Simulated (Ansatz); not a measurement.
A geometry of Hf away from equilibrium: the start of the relaxation of a randomly generated symmetric cell of Hf (space group No. 164). All values below come from PBEsol (plane waves to 420 eV, PAW, scalar-relativistic; Ansatz, a quantum-chemistry and plane-wave program). Γ-centred k-mesh 9×9×11 on the run's cell (coarser than for final values), Fermi–Dirac smearing 0.05 eV.

```xyz
2
Lattice="4.4406 0.0000 0.0000 -2.2203 3.8457 0.0000 0.0000 0.0000 2.9201" Properties=species:S:1:pos:R:3 pbc="T T T"
Hf     0.0000     2.5638     0.9723
Hf     2.2203     1.2819     1.9478
```

**Question.** Give the Cartesian forces on all atoms (eV/Å).

**Answer.** 
| atom | Fx | Fy | Fz |
|---|---|---|---|
| Hf1 | 0.00 | 0.00 | -2.56 |
| Hf2 | 0.00 | 0.00 | 2.56 |

**Question.** What is the pressure?

**Answer.** +5.3 GPa, compression positive.

**Question.** How much energy per atom can still be gained by relaxing?

**Answer.** 1.47 eV/atom; the path ends in P6₃/mmc (No. 194) (hcp (Mg type)).

No spin polarisation in the result.

The run could not lose the symmetry of its start.
